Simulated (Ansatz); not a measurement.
Ge in space group P6/mmm (No. 191; Ge on 1b), a = b = 2.8098 Å, c = 2.6259 Å, α = β = 90.00°, γ = 120.00°.

Relaxed with LDA.

**Question.** Which orbitals make up the states near the Fermi level in LDA (plane waves, PAW; program Ansatz)?

**Answer.** Within 0.5 eV of the Fermi level: Ge 4p 80 %, Ge 4s 18 %. Projections are on Löwdin-orthogonalised atomic valence shells; empty p or d shells of many metals are not among them.

**Question.** Tabulate the density of states.

**Answer.** States/eV per cell of 1 atom, in 0.25 eV bins, energy from the Fermi level.

| E (eV) | total | Ge 4p | Ge 4s |
|---|---|---|---|
| -7.85 | 0.34 | 0.11 | 0.24 |
| -7.60 | 0.32 | 0.10 | 0.22 |
| -7.35 | 0.30 | 0.09 | 0.21 |
| -7.10 | 0.27 | 0.09 | 0.18 |
| -6.85 | 0.23 | 0.08 | 0.15 |
| -6.60 | 0.21 | 0.07 | 0.13 |
| -6.35 | 0.19 | 0.07 | 0.12 |
| -6.10 | 0.18 | 0.07 | 0.11 |
| -5.85 | 0.19 | 0.09 | 0.10 |
| -5.60 | 0.23 | 0.13 | 0.09 |
| -5.35 | 0.25 | 0.16 | 0.09 |
| -5.10 | 0.28 | 0.19 | 0.09 |
| -4.85 | 0.29 | 0.21 | 0.09 |
| -4.60 | 0.31 | 0.23 | 0.08 |
| -4.35 | 0.33 | 0.25 | 0.08 |
| -4.10 | 0.36 | 0.28 | 0.08 |
| -3.85 | 0.38 | 0.30 | 0.08 |
| -3.60 | 0.36 | 0.29 | 0.07 |
| -3.35 | 0.36 | 0.30 | 0.06 |
| -3.10 | 0.38 | 0.31 | 0.06 |
| -2.85 | 0.39 | 0.33 | 0.06 |
| -2.60 | 0.42 | 0.36 | 0.06 |
| -2.35 | 0.48 | 0.41 | 0.06 |
| -2.10 | 0.50 | 0.44 | 0.06 |
| -1.85 | 0.50 | 0.44 | 0.05 |
| -1.60 | 0.49 | 0.43 | 0.06 |
| -1.35 | 0.48 | 0.42 | 0.06 |
| -1.10 | 0.45 | 0.38 | 0.06 |
| -0.85 | 0.39 | 0.33 | 0.06 |
| -0.60 | 0.39 | 0.32 | 0.06 |
| -0.35 | 0.39 | 0.31 | 0.07 |
| -0.10 | 0.40 | 0.32 | 0.07 |
| 0.15 | 0.40 | 0.32 | 0.07 |
| 0.40 | 0.41 | 0.32 | 0.07 |
| 0.65 | 0.42 | 0.33 | 0.08 |
| 0.90 | 0.41 | 0.32 | 0.08 |
| 1.15 | 0.42 | 0.33 | 0.08 |
| 1.40 | 0.42 | 0.32 | 0.08 |
| 1.65 | 0.42 | 0.33 | 0.08 |
| 1.90 | 0.42 | 0.33 | 0.07 |
| 2.15 | 0.43 | 0.33 | 0.07 |
| 2.40 | 0.42 | 0.33 | 0.07 |
| 2.65 | 0.43 | 0.34 | 0.07 |
| 2.90 | 0.44 | 0.34 | 0.07 |
| 3.15 | 0.43 | 0.34 | 0.06 |
| 3.40 | 0.43 | 0.35 | 0.06 |
| 3.65 | 0.48 | 0.36 | 0.06 |
| 3.90 | 0.52 | 0.38 | 0.06 |
| 4.15 | 0.54 | 0.39 | 0.05 |
| 4.40 | 0.56 | 0.40 | 0.05 |
| 4.65 | 0.57 | 0.39 | 0.05 |

The first step of the workflow began from a Materials Project structure, measured or hypothetical; the Crystallography Open Database copy checked does not list it. It is not the phase usual at ambient conditions (space group No. 227). Symmetry was held in the LDA relaxation; whether a distortion lowers the energy is not shown. Spin–orbit coupling is left out wherever it is not named.

Potentials: the later of the program's two PAW sets.
